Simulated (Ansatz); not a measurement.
A geometry of Ta away from equilibrium: step 3 of the relaxation of a relaxed Ta cell, doubled along one cell vector, shaken by Gaussian noise of σ = 0.08 Å a coordinate. Calculation: PBE (plane waves to 420 eV, PAW, scalar-relativistic; Ansatz, a quantum-chemistry and plane-wave program). Γ-centred k-mesh 13×13×4 on the run's cell (coarser than for final values), Fermi–Dirac smearing 0.05 eV.

```xyz
4
Lattice="1.3961 -2.7683 0.0058 1.3401 2.7405 0.0035 0.0341 -0.0042 9.9325" Properties=species:S:1:pos:R:3:forces:R:3 pbc="T T T" free_energy=-39732.228 pressure_GPa=-0.8
Ta     1.2581    -2.1302     1.2118   -0.5709    0.1317    0.5467
Ta     1.3870    -2.0822     6.2167   -0.3608   -0.0140    0.1567
Ta     1.4744     1.9058     3.7226    0.4058    0.0481   -0.1844
Ta     1.5061     1.9687     8.7368    0.5258   -0.1658   -0.5190
```

Positions in Å, forces in eV/Å, free energy of the cell in eV (comparable only within this code, potentials and settings). Largest force: 0.80 eV/Å, on Ta1 (atoms numbered as listed); the geometry lies 0.18 eV/atom above the end of its relaxation.

No spin polarisation in the result.

Of the parent cell (Cmcm (No. 63)): it is a generated cell of Ta: the first start was made by placing the elements on the sites of a structure type, and the end was not matched to a known phase here, so it may be hypothetical. Known forms of Ta include space group No. 229.
